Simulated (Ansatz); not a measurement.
# AlGa₃P₄ (I-42m) at 2 levels of theory

One geometry, relaxed with PBE; plane waves with PAW potentials in Ansatz, scalar-relativistic. No spin polarisation. Gaps are the least over mesh and band path; pressure is positive in compression.

```
Al Ga P
1.0
    -2.75363    2.75363    5.50708
     2.75363   -2.75363    5.50708
     2.75363    2.75363   -5.50708
Al Ga P
1 3 4
Direct
  0.50000 0.50000 0.00000
  0.00000 0.00000 0.00000
  0.25000 0.75000 0.50000
  0.75000 0.25000 0.50000
  0.12565 0.12565 0.50078
  0.37513 0.87435 0.00000
  0.62487 0.62487 0.49922
  0.87435 0.37513 0.00000
```

```csv
level,cutoff (eV),k mesh,gap (eV),pressure (GPa)
PBE,420,8×8×8,1.63,0.0
```

Question: What comes out on the same cell with PBEsol?

Answer:
| level | cutoff (eV) | k mesh | gap (eV) | pressure (GPa) |
| --- | --- | --- | --- | --- |
| PBEsol | 420 | 8×8×8 | 1.53 | -2.6 |

The cell was found from a structure generator's guess, not taken from experiment.
